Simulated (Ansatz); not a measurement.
**One slab under several functionals: bcc Cr (110), 6 layers**

All-electron LAPW in Ansatz 0.2.0, scalar-relativistic, no spin–orbit coupling; ferromagnetic start. Each functional has its own bulk lattice constant and relaxed 1×1 slab, with 16 to 20 Å of vacuum and a dipole correction.

```tsv
functional	area (Å²)	γ (J/m²)	Φ (eV)	Δd12 (%)
PBEsol	5.60	3.59	4.93	-4.3
PBE	5.74	?	?	-4.5
```

Question: What belongs in the row "PBE", column "γ (J/m²)"?

Answer: 3.23.

Question: Give the missing entry: row "PBE", column "Φ (eV)".

Answer: 4.79.
